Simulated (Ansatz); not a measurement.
**What internal relaxation does to the elastic constants of Ga$_{2}$O**

Computed with DFT PBE, scalar-relativistic, plane waves, PAW in Ansatz 0.2.0. Cutoff 420 eV, 12×12×4 k-points (Γ-centred), Fermi-Dirac smearing of 0.15 eV. No spin polarisation.

The cell, relaxed at this level:
```
CELL_PARAMETERS angstrom
3.05520 0.00000 0.00000
-1.52760 2.64588 0.00000
0.00000 0.00000 13.39749
ATOMIC_POSITIONS crystal
Ga 0.00000 0.00000 0.40594
Ga 0.00000 0.00000 0.59406
Ga 0.66667 0.33333 0.09371
Ga 0.33333 0.66667 0.90629
O 0.66667 0.33333 0.34813
O 0.33333 0.66667 0.65187
```

The cell was built by swapping an element in a database structure (itself possibly hypothetical) and relaxing; it need not be the stable form of this composition. In a metal, frequencies and elastic constants depend on the k mesh and the smearing, soft modes and shear constants most. Spin polarisation was left out, and a magnetic state may lie lower. A semilocal functional can close a gap that the real compound has.

Clamped-ion constants (GPa, Voigt order; atoms follow the strain homogeneously):
C11 = 151.6, C12 = 62.7, C13 = 31.2, C14 = -22.1, C22 = 151.6, C23 = 31.2, C24 = 22.1, C33 = 94.7, C44 = 32.3, C55 = 32.3, C56 = -22.1, C66 = 44.5 GPa; the others vanish.

What are the constants once the atoms relax in each strained cell?

Results:

```
112.0  55.2   7.1  -0.6   0.0   0.0
 55.2 112.0   7.1   0.6   0.0   0.0
  7.0   7.0   7.3   0.0   0.0   0.0
 -0.6   0.6   0.0   3.2   0.0   0.0
  0.0   0.0   0.0   0.0   3.2  -0.6
  0.0   0.0   0.0   0.0  -0.6  28.4
```
The Voigt shear modulus goes from 40.0 to 17.8 GPa and the Voigt bulk modulus from 72.0 to 41.1 GPa. Relaxation subtracts ΛᵀK⁻¹Λ/V, with Λ the forces that a strain puts on the atoms and K the zone-centre force constants. At a stable cell this can only lower the diagonal constants, and it acts only for strains that share their symmetry with an optical mode; elsewhere, and where the coupling is weak, the constants hardly move.

Cost: 2 runs of about 21 core-minutes in all, on Oxide Virtual Turin-like Processor (Zen 5), Intel Xeon 6975P-C (Granite Rapids) (shared hosts).